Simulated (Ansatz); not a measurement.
The elements of this relaxed trial crystal are hidden behind letters.

```
lattice vectors (Å)
   3.0461    0.0000    0.0000
  -1.5230    2.6380    0.0000
   0.0000    0.0000    8.7356
fractional positions
X 0.0000 0.0000 0.5196
X 0.3333 0.6667 0.7782
Z 0.3333 0.6667 0.1440
Q 0.0000 0.0000 0.9018
Q 0.3333 0.6667 0.3953
Q 0.6667 0.3333 0.6456
```

These are results of Ansatz, DFT PBE+D3(BJ), scalar-relativistic, plane waves, PAW, not measurements. Cutoff 420 eV, Γ-centred 12×12×6 mesh (6-atom cell), Gaussian smearing of 0.10 eV, no spin polarisation.

```
Space group                                : P3m1 (No. 156)
Conventional cell                          : a = 3.046 Å, c = 8.736 Å
Volume per atom                            : 11.70 Å³
Density                                    : 4.48 g/cm³
Energy over the elements                   : −2.48 eV/atom
Gap on the 12×12×6 mesh of the 6-atom cell : 0 eV (a metal)
```

Energies are uncorrected and count from the elements' standard states at the same level.

Task: X is an s-block element of period 2, Z is a p-block element of period 5 and Q is a p-block element of period 2. Which elements are they?

Result: X = Li, Z = Sn, Q = F, so the formula is Li2SnF3. Density times volume gives a mean mass of 4.48 × 11.70/1.6605 = 31.6 u per atom, and this set has 31.6 u. Around Li on its first site lie 6 F at 2.07 Å; around Sn lies 1 F at 2.20 Å; F on its first site is surrounded by 3 Li at 2.06 Å; 3 more sites not described. Other sets within the hints have nearly the same mass, so mass alone doesn't settle it; this one was computed.

An odd number of electrons in the primitive cell allows no gap without spin; a larger cell or a magnetic state could open one. A structure relaxed within its symmetry needn't be a true minimum.
